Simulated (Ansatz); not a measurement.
MgH2 (rutile)

```xyz
6
Lattice="4.4844 0.0000 0.0000 0.0000 4.4844 0.0000 0.0000 0.0000 2.9967" Properties=species:S:1:pos:R:3 pbc="T T T"
Mg     0.0000     0.0000     0.0000
Mg     2.2422     2.2422     1.4983
H      1.3664     1.3664     0.0000
H      3.6085     0.8758     1.4983
H      0.8758     3.6085     1.4983
H      3.1180     3.1180     0.0000
```

The slice is a (010) plane (indices of the conventional cell) through the point (0.305, 0.305, 0.000) (fractional), spanned by u = [001] and v = [100] in vectors of this cell: u (3.00 Å) and v (4.48 Å, at 90° to u). It covers one period; positions are fractions (u, v).

These are r2SCAN (plane waves to 500 eV, PAW, scalar-relativistic; Ansatz, a first-principles code) values and carry that method's errors. k mesh 8×8×11. Near the nuclei the fields are pseudised (PAW); where an atom keeps semicore shells as valence, they peak there. MgH2 was relaxed with its symmetry unable to fall.

Q: Predict the map of the electron localisation function (ELF) on the slice.

A: 
```
v \ u  0.00  0.15  0.31  0.46  0.62  0.77  0.92
-----  ----  ----  ----  ----  ----  ----  ----
0.90   1.00  0.99  0.69  0.06  0.22  0.95  1.00
0.80   0.87  0.63  0.11  0.05  0.06  0.30  0.82
0.70   0.09  0.07  0.22  0.61  0.45  0.10  0.08
0.60   0.04  0.23  0.91  0.99  0.98  0.64  0.07
0.50   0.05  0.39  0.97  1.00  1.00  0.83  0.10
0.40   0.04  0.19  0.85  0.97  0.95  0.54  0.06
0.30   0.10  0.08  0.10  0.08  0.09  0.09  0.09
0.20   0.83  0.54  0.04  0.03  0.03  0.17  0.78
0.10   1.00  0.99  0.27  0.02  0.04  0.88  1.00
0.00      x  1.00  0.84  0.06  0.28  0.99     x
```

Values: electron localisation function (ELF). Points within 0.4 Å of a nucleus are blanked (x), as the pseudised field means little there.
